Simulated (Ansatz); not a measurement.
Computed properties of W

W:
```yaml
crystal:
  lattice:
    - [2.75237, 0.00000, 0.00000]
    - [-1.37618, 2.38362, 0.00000]
    - [0.00000, 0.00000, 4.88917]
  atoms:
    - { symbol: W, position: [0.33333, 0.66667, 0.75000] }
    - { symbol: W, position: [0.66667, 0.33333, 0.25000] }
```

Space group P6_3/mmc (No. 194), hcp (Mg type); conventional cell a = b = 2.7524 Å, c = 4.8892 Å, α = β = 90.00°, γ = 120.00°.

Method: PBEsol (plane waves, PAW; program Ansatz). Structure relaxed to zero pressure with the same functional. Other levels are named where they apply.

### Cell and energy

```
Item                  Result
---------------  -----------
Volume per atom     16.04 Å³
Density          19.03 g/cm³
```

### Electronic structure

```
Property                                                                     Value
------------------------------------  --------------------------------------------
Electronic character                                             metallic (no gap)
Density of states at the Fermi level  1.00 states/eV per atom (mean over ±0.08 eV)
Gap with spin–orbit coupling                                       none (metallic)
```

### Mechanics

```
Quantity                              Value
----------------------------------  -------
Bulk modulus (Birch–Murnaghan fit)  292 GPa
Pressure derivative B′                  4.2
```

### Phonons

```
Quantity                                        Value
-----------------------------  ----------------------
Highest zone-centre frequency                215 cm⁻¹
Zone-centre stability          no imaginary mode at Γ
```

The start of the workflow was typed in or built on a structure type; the Crystallography Open Database copy checked does not list it. It is not the phase usual at ambient conditions (space group No. 229). The cell was relaxed with PBEsol under the symmetry of its start. The run is not spin-polarised. As this level gives no gap, phonon frequencies hold no LO–TO term and depend on the k-mesh and smearing (Fermi–Dirac, 0.1 eV here). Axis ratios of metals converge slowly with the k-mesh, so a and c are less sure than the volume. On the denser mesh and wider smearing of the elastic run this cell carries a stress of 0.3 GPa. Scalar-relativistic: spin–orbit coupling is off unless named, which matters more the heavier the elements.

Potentials: the earlier of the program's two PAW sets. The files were generated under PBE; for other functionals the program regenerates the frozen cores, and for LDA and PBEsol the local potential too.
